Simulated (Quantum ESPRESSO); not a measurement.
# Computed records: AlInGa₂P₄ (made-up cell)

All values are calculated (Quantum ESPRESSO 7.5). Calculation on a made-up crystal cell, not a measurement: periodic Kohn-Sham density functional theory in plane waves with PseudoDojo standard norm-conserving scalar-relativistic pseudopotentials, each functional with its own files (v0.5 for PBE, v0.4.1 for LDA and PBEsol), no spin polarisation, no spin-orbit coupling, atoms not relaxed, stress positive in tension, energies less a fixed whole-eV offset for each atom's element; levels are Kohn-Sham levels at fractions of this cell's reciprocal vectors, counted from the reference band (half the neutral cell's valence electrons, rounded up) at Gamma; error bars cover cutoff and k-mesh only, not smearing or the files; added strain carries the atoms with the cell, and shear is the tensor component; each bar is the largest change over components, and at least 0.002 eV, 0.002 eV per angstrom or 0.02 GPa; energies are for the whole cell, and the offsets were chosen from early runs and are not element reference energies.

AlInGa₂P₄ (made-up cell)

```
CELL_PARAMETERS angstrom
5.53000 0.00000 0.00000
0.00000 5.53000 0.00000
0.00000 0.00000 5.53000
ATOMIC_POSITIONS crystal
Ga 0.00725 0.99984 0.01521
Al 0.99410 0.49772 0.51696
Ga 0.48680 0.99714 0.50803
In 0.49434 0.49687 0.01071
P 0.23996 0.25074 0.25052
P 0.25362 0.73074 0.74886
P 0.74033 0.26269 0.74316
P 0.75141 0.75890 0.26682
```

| Property | Result |
| --- | --- |
| lattice type | zincblende/diamond |
| functional | pbe |
| cutoff | 1088 eV |
| fermi dirac smearing | 0.025 eV |
| scf tolerance | 1e-07 eV |
| electrons removed | 0 |
| k mesh | 4 x 4 x 4, shifted by half a step |
| free energy less offsets | -1.482 eV |
| smearing term minus ts | 0 eV |
| scf iterations | 10 |
| pressure | 5.364 GPa |
| stress xx | -5.549 GPa |
| stress yy | -4.992 GPa |
| stress zz | -5.551 GPa |
| stress yz | 0.6845 GPa |
| stress xz | 0.4662 GPa |
| stress xy | -1.384 GPa |
| error bar energy | 0.007265 eV |
| error bar stress | 0.02 GPa |
| error bar force | 0.002 eV/Å |
| error bars from | tighter rerun of a related cell |

Atoms:
```csv
atoms element,atom site,atom energy offset (eV)
Ga,1,-2080
Al,2,-64
Ga,3,-2080
In,4,-1808
P,5,-189
P,6,-189
P,7,-189
P,8,-189
```

Forces:
```csv
site,x (eV/Å),y (eV/Å),z (eV/Å)
1,-0.6854,-0.298,-1.045
2,0.01522,0.1619,-0.9898
3,0.2364,0.2745,-0.162
4,1.067,0.3899,0.6317
5,-0.7928,-0.8307,1.768
6,-1.409,2.022,-0.5117
7,0.9716,-2.018,-0.04971
8,0.5971,0.2983,0.3582
```
